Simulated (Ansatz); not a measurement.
## TaCuN₂ under pressure: fit and missing row

TaCuN₂, R-3m, a = 3.122 Å, c = 17.343 Å. The structure is a COD entry; whether it is the stable form wasn't checked. Ansatz: PBEsol, PAW, 420 eV, Γ-centred 12×12×12 mesh on 4 atoms, Gaussian smearing 0.02 eV; no spin polarisation. Cell and atoms are relaxed at each pressure, and no other structure is tried, so the rows at high pressure may lie past a change of phase.

```
V (Å³/atom) P (GPa)
     10.079    60.00
     10.914    30.02
     11.471    15.01
          ?     8.01
     12.029     3.06
     12.196     0.00
     12.372    -3.04
```

Task: Take V0 = 12.196 Å³/atom, fit the third-order Birch–Murnaghan form to the other rows, and predict the missing volume.

Result: With the Eulerian strain f = ½[(V0/V)^(2/3) − 1] and y = P/[3f(1 + 2f)^(5/2)], the form is the line y = B0 + 1.5 B0 (B0′ − 4) f. Rows (f, y): 0.06777, 214.8; 0.03843, 216.4; 0.02085, 216.7; 0.00462, 215.8; -0.00475, 218.5. Means f = 0.02538, y = 216.44; Σ(Δf)² = 0.003327, ΣΔfΔy = -0.1200; the slope is their ratio. y = 217.4 − 36.07 f GPa, so B0 = 217.4 GPa and B0′ = 4 + 2 × (-36.07)/(3 × 217.4) = 3.89. P = 8.01 GPa is met at f = 0.01162 (y = 216.98), so V = V0 (1 + 2f)^(−3/2) = 11.783 Å³/atom. The run gave 11.783 Å³/atom, the same to the digits shown.

The mesh isn't the same in all rows (12×12×12, 18×18×18). Spin–orbit coupling is left out, which can shift energies with elements as heavy as these.